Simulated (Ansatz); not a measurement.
BaO (rock salt): values from a third-order Birch-Murnaghan fit to a volume scan beside measured ones. Computed values: PBE (plane waves to 420 eV, PAW, scalar-relativistic; Ansatz, an electronic-structure program). BaO was relaxed with its symmetry unable to fall.

```
quantity                 reference                                    kind
-----------------------  ---------  --------------------------------------
Lattice constant a (Å)        5.54  measured, room temperature or unstated
Bulk modulus B₀ (GPa)        74.06  measured, room temperature or unstated
Pressure derivative B₀′       5.67  measured, room temperature or unstated
```

References as given in: Juan A. Santana, Jaron T. Krogel, Paul R. C. Kent et al., The Journal of Chemical Physics (2016), arXiv:1608.06321. Values not taken to low temperature hold thermal and zero-point shifts that a static calculation lacks, so small differences there are no errors of the method.

Task: What does PBE give, and how far is that from the reference?

Result: 
```csv
quantity,PBE,difference
Lattice constant a (Å),5.574,+0.6 %
Bulk modulus B₀ (GPa),69.0,-6.8 %
Pressure derivative B₀′,4.6,-19.3 %
```



(A scan under strain: stresses follow from slopes of the energy per volume, elastic moduli from its curvatures.)
